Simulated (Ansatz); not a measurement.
TiO2:
```
TiO2
1.0
   -1.86980     1.86980     4.73008
    1.86980    -1.86980     4.73008
    1.86980     1.86980    -4.73008
Ti O
2 4
Cartesian
  0.00000   0.00000   0.00000
  0.00000   1.86980   2.36504
  0.00000   1.86980   4.33202
  0.00000   0.00000   1.96698
  0.00000   0.00000   7.49317
  0.00000   1.86980   0.39805
```

Relaxed with LDA.

**Question.** Decompose the optical modes at the zone centre into irreducible representations, and say which are infrared and Raman allowed.

**Answer.** Point group 4/mmm: Γ_opt = A1g + A2u + 2B1g + B2u + 3Eg + 2Eu. Infrared: A2u, Eu. Raman: A1g, B1g, Eg.

**Question.** Assign frequencies (DFPT, LDA (plane waves, PAW; program Ansatz); without the LO–TO term).

**Answer.** Eg 150, Eg 164, Eu 241, A2u 348, B1g 384, Eu 442, B1g 503, A1g 528, B2u 551, Eg 638 cm⁻¹.

Subscripts of B labels follow the axes of the standard setting.

Space group I4_1/amd (anatase). Symmetry was held in the LDA relaxation; of distortions, only those at the zone centre were tested. The run is not spin-polarised.

Potentials: the earlier of the program's two PAW sets.
